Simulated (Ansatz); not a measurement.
HgO (zinc blende, space group No. 216) under volume change, plane-wave PAW PBE (Ansatz code), scaled uniformly.

```json
[
 {"V (Å³/atom)": "16.865", "E − E(relaxed) (meV/atom)": "___", "P (GPa)": "___"},
 {"V (Å³/atom)": "17.421", "E − E(relaxed) (meV/atom)": "18.9", "P (GPa)": "5.79"},
 {"V (Å³/atom)": "17.977", "E − E(relaxed) (meV/atom)": "4.4", "P (GPa)": "2.64"},
 {"V (Å³/atom)": "18.533", "E − E(relaxed) (meV/atom)": "0.0", "P (GPa)": "0.00"},
 {"V (Å³/atom)": "19.089", "E − E(relaxed) (meV/atom)": "___", "P (GPa)": "___"},
 {"V (Å³/atom)": "19.645", "E − E(relaxed) (meV/atom)": "14.8", "P (GPa)": "-4.03"},
 {"V (Å³/atom)": "20.201", "E − E(relaxed) (meV/atom)": "31.6", "P (GPa)": "-5.57"}
]
```

Problem. Fill in the missing entries.

Solution. 
- 16.865, E − E(relaxed) (meV/atom): 45.3
- 16.865, P (GPa): 9.55
- 19.089, E − E(relaxed) (meV/atom): 3.9
- 19.089, P (GPa): -2.20

Problem. What does a third-order Birch–Murnaghan fit give for V₀, B₀ and B′?

Solution. V₀ = 18.53 Å³/atom, B₀ = 80.0 GPa, B′ = 5.0.

Space group F-43m (zinc blende). The cell is a constructed one: a structure type filled with these elements; neither database checked (COD, Materials Project) lists it. COD files the formula under space group No. 44, 62, so this cell is another polymorph or a model. Its standing as an ambient phase is unchecked. Symmetry was held in the PBE relaxation; whether a distortion lowers the energy is not shown. Spin–orbit coupling is left out wherever it is not named.

Potentials: the later of the program's two PAW sets.
